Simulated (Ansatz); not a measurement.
ZrSiRu:
Space group P-62m (No. 189); a = 6.6806 Å, b = 6.6806 Å, c = 3.6946 Å, α = 90.00°, β = 90.00°, γ = 120.00°

```csv
atom,site,symmetry,x,y,z
Ru,3f,m2m,0.0000,0.2439,0.0000
Zr,3g,m2m,0.4152,0.4152,0.5000
Si,1b,-62m,0.0000,0.0000,0.5000
Si,2c,-6..,0.3333,0.6667,0.0000
```

Relaxed at zero pressure with r²SCAN (plane waves, PAW; program Ansatz).

The volume is lowered by 3 % and shape and atoms relax at that volume. What pressure results, and how do the axes share the change?

6.5 GPa; a -0.9 %, b -0.9 %, c -1.2 %; the energy rises by 9 meV/atom.

Give the new structure.


Space group P-62m (No. 189); a = 6.620 Å, b = 6.620 Å, c = 3.650 Å, α = 90.00°, β = 90.00°, γ = 120.00°

```csv
atom,site,symmetry,x,y,z
Ru,3f,m2m,0.0000,0.2444,0.0000
Zr,3g,m2m,0.4151,0.4151,0.5000
Si,1b,-62m,0.0000,0.0000,0.5000
Si,2c,-6..,0.3333,0.6667,0.0000
```

The phase is kept; no other phase was compared at this pressure.

The workflow started from an entry of the Crystallography Open Database (COD). Its standing as an ambient phase is unchecked. The cell was relaxed with r²SCAN under the symmetry of its start; its stability against distortions is not shown here. No spin polarisation was allowed.

Potentials: the later of the program's two PAW sets.
